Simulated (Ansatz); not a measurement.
ZrN:
```
ZrN
1.0
    0.00000     2.29754     2.29754
    2.29754     0.00000     2.29754
    2.29754     2.29754     0.00000
Zr N
1 1
Direct
  0.50000   0.50000   0.50000
  0.00000   0.00000   0.00000
```

Relaxed with PBE.

Problem. Which orbitals make up the states near the Fermi level in PBE (plane waves, PAW; program Ansatz)?

Solution. Within 0.5 eV of the Fermi level: Zr 4d 78 %, N 2p 18 %. Projections are on Löwdin-orthogonalised atomic valence shells; empty p or d shells of many metals are not among them.

Problem. Tabulate the density of states.

Solution. States/eV per cell of 2 atoms, in 0.25 eV bins, energy from the Fermi level.

```csv
E (eV),total,Zr 4d,N 2p,Zr 5s
-7.85,0.00,0.00,0.00,0.00
-7.60,0.05,0.02,0.03,0.01
-7.35,0.23,0.08,0.11,0.02
-7.10,0.39,0.13,0.20,0.04
-6.85,0.62,0.20,0.33,0.06
-6.60,1.02,0.31,0.57,0.10
-6.35,1.10,0.31,0.63,0.10
-6.10,1.22,0.32,0.73,0.12
-5.85,0.96,0.24,0.60,0.08
-5.60,1.32,0.41,0.82,0.05
-5.35,2.49,0.82,1.57,0.04
-5.10,2.81,0.86,1.83,0.02
-4.85,3.99,1.12,2.65,0.01
-4.60,2.56,0.76,1.68,0.01
-4.35,1.61,0.51,1.04,0.00
-4.10,1.24,0.37,0.82,0.00
-3.85,0.97,0.26,0.68,0.00
-3.60,0.78,0.17,0.58,0.00
-3.35,0.43,0.07,0.35,0.00
-3.10,0.16,0.02,0.13,0.00
-2.85,0.12,0.04,0.08,0.00
-2.60,0.11,0.06,0.04,0.00
-2.35,0.15,0.10,0.05,0.00
-2.10,0.20,0.13,0.06,0.00
-1.85,0.24,0.17,0.07,0.00
-1.60,0.29,0.21,0.08,0.00
-1.35,0.34,0.25,0.08,0.00
-1.10,0.39,0.29,0.09,0.00
-0.85,0.45,0.34,0.10,0.00
-0.60,0.51,0.39,0.10,0.00
-0.35,0.60,0.47,0.11,0.00
-0.10,0.66,0.51,0.12,0.01
0.15,0.70,0.55,0.13,0.01
0.40,0.74,0.58,0.13,0.01
0.65,0.80,0.62,0.14,0.01
0.90,0.85,0.67,0.14,0.01
1.15,0.82,0.65,0.12,0.01
1.40,0.91,0.73,0.14,0.01
1.65,0.97,0.79,0.14,0.01
1.90,1.03,0.85,0.13,0.01
2.15,1.24,1.02,0.16,0.01
2.40,1.42,1.17,0.19,0.02
2.65,1.70,1.40,0.22,0.02
2.90,2.34,1.92,0.31,0.03
3.15,2.40,1.98,0.29,0.04
3.40,1.93,1.61,0.20,0.04
3.65,1.79,1.48,0.17,0.05
3.90,1.73,1.40,0.17,0.06
4.15,1.95,1.57,0.17,0.07
4.40,1.81,1.40,0.14,0.08
4.65,1.32,0.80,0.15,0.10
```

Space group Fm-3m (rock salt). The PBE relaxation kept the symmetry of its start. The run is not spin-polarised. With an odd number of electrons in the cell and no spin polarisation, the count alone makes it a metal. Spin–orbit coupling is left out wherever it is not named.

Potentials: the earlier of the program's two PAW sets.
